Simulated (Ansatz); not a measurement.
Q: MoS$_{2}$ in space group R3m (No. 160; Mo on 3a, S on 3a, S on 3a) is relaxed with plane-wave PAW r²SCAN+D4 (Ansatz code). What lattice parameters of the conventional cell result?

A: a = 3.176 Å, c = 18.672 Å.

Q: Is it a metal or does it have a gap at this level?

A: A gap of 1.03 eV, indirect.

The r²SCAN+D4 relaxation kept the symmetry of its start. No spin polarisation was allowed. Spin–orbit coupling is left out wherever it is not named.

Potentials: the later of the program's two PAW sets.
